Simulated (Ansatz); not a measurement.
## Rocksalt alloy of MgS and CaS (6 of 32 Mg sites exchanged), 64 atoms

Theory: DFT, PBEsol, PAW, plane waves (Ansatz).

Command:

```sh
ansatz run in.yaml --threads 7 --pin off --max-ram 13300MiB --runs-dir r --events-out ev --progress --plain
```

The input less its lattice and atoms:

```yaml
crystal:
  symmetry: { detect: false }
kpoints:
  mp_grid: { grid: [1, 1, 1], shift: [0.25, 0.25, 0.25] }
hamiltonian:
  xc: pbesol
scf:
  occupations: { method: fermi_dirac, width: 0.01 }
relax:
  f_tol: 0.03
  max_steps: 80
  escape_saddle: false
  adjacent_minimum: "off"
  cell: { fix: [shape] }
output:
  forces: true
  eigenvalues: true
  populations: true
```

Start:

```xyz
64
Lattice="10.5354 0.0000 0.0000 0.0000 10.5354 0.0000 0.0000 0.0000 10.5354" Properties=species:S:1:pos:R:3 pbc="T T T"
S     2.6420   10.5209    0.0006
S     2.6193    0.0122    5.2646
S     2.6486    5.3012    0.0196
S     2.6104    5.2723    5.2797
S     7.8971    0.0269    0.0208
S     7.8907   10.5280    5.2585
S     7.9256    5.2618    0.0078
S     7.9200    5.2539    5.2658
S    10.5249    2.6157    0.0417
S     0.0178    2.6298    5.2483
S     0.0279    7.9171    0.0161
S    10.5188    7.8719    5.2525
S     5.2543    2.6579    0.0109
S     5.2513    2.6204    5.3163
S     5.2966    7.9033    0.0307
S     5.2408    7.8774    5.2735
S    10.5058   10.5181    2.6272
S     0.0134    0.0043    7.8994
S    10.5132    5.2441    2.6423
S     0.0041    5.2429    7.9373
S     5.2659    0.0087    2.6337
S     5.2838    0.0287    7.8915
S     5.2651    5.2878    2.6178
S     5.2981    5.2543    7.8936
S     2.6560    2.6590    2.6466
S     2.6484    2.6461    7.9150
S     2.6106    7.9009    2.6539
S     2.6427    7.9282    7.9058
S     7.9150    2.6918    2.6267
S     7.9069    2.6348    7.9192
S     7.8961    7.9069    2.6306
S     7.8980    7.9396    7.9055
Mg    0.0045   10.5223    0.0311
Mg   10.5114   10.4779    5.2569
Mg   10.5185    5.2313   10.5255
Mg    0.0066    5.2754    5.2482
Mg    5.2768    5.2653    0.0017
Mg    2.6642    2.6642   10.5240
Mg    2.6351    7.9079   10.5215
Mg    2.6471    7.9294    5.2983
Mg    7.9065    2.6317   10.5162
Mg    7.9333    2.6535    5.2800
Mg    7.9079    7.9165   10.5110
Mg    7.8740    7.9241    5.2542
Mg    2.6134   10.5262    2.6374
Mg    2.6528   10.5286    7.9506
Mg    2.5856    5.2785    2.6366
Mg    2.6656    5.2522    7.9002
Mg    7.9193    0.0258    2.6308
Mg    7.9069    0.0059    7.9047
Mg    7.9140    5.2880    7.8913
Mg    0.0081    2.6451    2.6227
Mg   10.5233    2.6297    7.8816
Mg   10.5307    7.8908    2.6242
Mg   10.5056    7.8781    7.8880
Mg    5.2714    2.6182    2.6392
Mg    5.2876    7.8782    2.5962
Mg    5.2440    7.8807    7.8821
Ca    5.2742   10.5112   10.5063
Ca    5.2649   10.5304    5.3281
Ca    5.2510    5.2542    5.2861
Ca    2.6349    2.6757    5.2320
Ca    7.9020    5.2672    2.6138
Ca    5.2559    2.6385    7.8679
```

Steps:

```
 step  energy less the first (eV)  largest force component (eV/Å)  pressure (GPa)
start                       0.000                           1.386            0.77
    1                      -1.397                           0.420           -0.22
    2                      -1.582                           0.093            0.00
    3                      -1.591                           0.005            0.06
    4                      -1.591                           0.002            0.00
    5                      -1.592                           0.002            0.00
```

A structure on the way, about -1.40 eV from the start:

```xyz
64
Lattice="10.5649 0.0000 0.0000 0.0000 10.5649 0.0000 0.0000 0.0000 10.5649" Properties=species:S:1:pos:R:3 pbc="T T T"
S     2.5270   10.5589    0.0083
S     2.5349   10.4464    5.2896
S     2.6333    5.3049   10.5559
S     2.5203    5.3964    5.2953
S     8.0470    0.0025    0.0025
S     8.0613   10.5621    5.2769
S     7.9381    5.2831   10.4300
S     8.0319    5.2821    5.4006
S     0.0176    2.6397    0.0203
S    10.4098    2.6523    5.2749
S    10.5515    7.9332    0.0059
S     0.0046    7.9225    5.2899
S     5.2838    2.7443    0.1248
S     5.3570    2.6553    5.2051
S     5.2853    7.7972    0.0044
S     5.2935    7.9387    5.2849
S     0.0068    0.0042    2.6483
S     0.0004    0.0085    7.9292
S     0.1338    5.2843    2.6231
S    10.5536    5.2900    7.9282
S     5.2925   10.5647    2.6596
S     5.2890   10.4651    7.9364
S     5.1780    5.2943    2.5444
S     5.2730    5.4129    8.0404
S     2.6370    2.6534    2.5190
S     2.5226    2.6560    8.0503
S     2.6393    7.9293    2.6440
S     2.6526    7.9319    7.9225
S     7.9120    2.5091    2.6534
S     8.0508    2.6238    7.9385
S     7.9290    8.0321    2.6415
S     7.9318    7.9331    7.9310
Mg    0.0033   10.5601    0.0222
Mg    0.0102   10.5382    5.2901
Mg   10.5558    5.2650   10.5277
Mg   10.5582    5.3072    5.2612
Mg    5.2683    5.2727    0.0168
Mg    2.6620    2.6727    0.0090
Mg    2.6058    7.9177   10.5569
Mg    2.6589    7.9336    5.2884
Mg    7.9567    2.6303   10.5580
Mg    7.9262    2.6561    5.2959
Mg    7.9194    7.9254   10.5485
Mg    7.9406    7.9495    5.2765
Mg    2.6414   10.5467    2.6505
Mg    2.6111   10.5492    7.9638
Mg    2.6446    5.3043    2.6124
Mg    2.6175    5.2854    7.9376
Mg    7.9577   10.5603    2.6345
Mg    7.9564   10.5519    7.9259
Mg    7.9314    5.2888    7.9235
Mg   10.5526    2.6532    2.6245
Mg   10.5596    2.6447    7.9154
Mg    0.0181    7.9388    2.6351
Mg   10.5526    7.9253    7.9230
Mg    5.2694    2.6167    2.6365
Mg    5.2938    7.9072    2.6042
Mg    5.2713    7.9227    7.9091
Ca    5.2897   10.5384    0.0405
Ca    5.3032   10.5446    5.2601
Ca    5.2825    5.3239    5.2829
Ca    2.5677    2.6407    5.2527
Ca    7.9422    5.2579    2.6167
Ca    5.2878    2.6613    7.9475
```

End:

```xyz
64
Lattice="10.5545 0.0000 0.0000 0.0000 10.5545 0.0000 0.0000 0.0000 10.5545" Properties=species:S:1:pos:R:3 pbc="T T T"
S     2.5369   10.5437   10.5504
S     2.5353   10.4638    5.2883
S     2.6112    5.2905   10.5379
S     2.5374    5.3755    5.2940
S     8.0214   10.5504   10.5382
S     8.0263   10.5447    5.2929
S     7.9432    5.2796   10.4529
S     8.0131    5.2882    5.3712
S    10.5391    2.6530    0.0189
S    10.4559    2.6471    5.2624
S    10.5492    7.9021    0.0068
S    10.5342    7.9115    5.2721
S     5.2952    2.7314    0.0985
S     5.3700    2.6467    5.1884
S     5.2840    7.8235    0.0206
S     5.2940    7.9137    5.2624
S     0.0194   10.5541    2.6402
S     0.0088   10.5414    7.9186
S     0.0990    5.2798    2.6286
S     0.0189    5.2910    7.9274
S     5.2580   10.5471    2.6385
S     5.2735   10.4643    7.9244
S     5.1813    5.2932    2.5535
S     5.2586    5.3732    8.0066
S     2.6336    2.6274    2.5429
S     2.5456    2.6344    8.0126
S     2.6377    7.9336    2.6293
S     2.6293    7.9250    7.9307
S     7.9257    2.5396    2.6260
S     8.0134    2.6214    7.9250
S     7.9162    8.0150    2.6335
S     7.9246    7.9311    7.9182
Mg    0.0020   10.5494    0.0009
Mg   10.5466   10.5338    5.2803
Mg    0.0137    5.2817   10.5399
Mg   10.5532    5.2985    5.2959
Mg    5.2559    5.2919    0.0022
Mg    2.5955    2.6567    0.0112
Mg    2.6145    7.9019    0.0016
Mg    2.5996    7.9193    5.2794
Mg    7.9555    2.6365   10.5531
Mg    7.9491    2.6204    5.2779
Mg    7.9375    7.9159   10.5378
Mg    7.9450    7.9352    5.2936
Mg    2.6094   10.5370    2.6163
Mg    2.5896   10.5201    7.9370
Mg    2.6258    5.3033    2.5968
Mg    2.6047    5.3201    7.9495
Mg    7.9588   10.5518    2.6367
Mg    7.9743   10.5365    7.9200
Mg    7.9650    5.3029    7.9256
Mg   10.5545    2.6228    2.6215
Mg   10.5456    2.6384    7.9382
Mg    0.0170    7.9346    2.6366
Mg    0.0008    7.9179    7.9206
Mg    5.2749    2.6320    2.6201
Mg    5.2611    7.9240    2.6281
Mg    5.2769    7.9115    7.9352
Ca    5.2795   10.5376    0.0144
Ca    5.2947   10.5352    5.2724
Ca    5.2731    5.3024    5.2810
Ca    2.5891    2.6409    5.2635
Ca    7.9352    5.2806    2.6187
Ca    5.2938    2.6535    7.9503
```

The run converged.

Time: 69 s of wall time on 7 threads of a Neoverse-V2 processor, on a host shared with other runs; peak host memory 2.3 GiB.

(1) How much energy did the relaxation gain, and which atom moved most?

## Answers

(1) 1.59 eV in 5 steps, from a start with small random displacements; atom 14 (S) moved 0.18 Å, the median atom 0.05 Å (drift of the whole cell removed).
